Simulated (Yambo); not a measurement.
A G0W0@PBEsol run in Yambo for RbOH (space group Cmc2_1, No. 36) (4×4×2 Γ-centred k mesh, 133 bands and a 7 Ry block in the screening, 133 bands in G with the Bruneval-Gonze terminator, plasmon pole fitted at 27.2 eV) gives these matrix elements, in eV, at the band edges (Γ → Γ):

```
state               E0    <Vxc>     <Σx>  <Σc(E0)>      Z
---------------  -----  -------  -------  --------  -----
valence edge     0.000  -18.466  -24.313     4.000  0.794
conduction edge  3.579   -8.800   -4.617    -3.181  0.873
```

Task: Solve the linearised quasiparticle equation for both states, give the gap, and say how exchange and correlation each act on it.

Result: E = E0 + Z(Σx + Σc − Vxc). Valence: 0.000 + 0.794 × (-24.313 + (4.000) − (-18.466)) = -1.47 eV. Conduction: 3.579 + 0.873 × (-4.617 + (-3.181) − (-8.800)) = 4.45 eV. The gap is 5.92 eV, against 3.58 eV in PBEsol. Replacing Vxc by bare exchange alone would open it by 10.03 eV; correlation takes back 7.18 eV of that, and Z scales what is left. Nearest settings tried, and what they do to the gap: 6 Ry block (159 vectors against 213): -50 meV. Not varied: bands in G, bands in W, mesh. So the settings aren't converged at that level. 

Geometry of the Materials Project entry, not relaxed at this level; primitive cell a = b = 5.7736 Å, c = 4.2027 Å, α = β = 90.00°, γ = 138.22°.

The structure is a Materials Project entry; no match was found in the copy of COD used, and its stability was not checked.
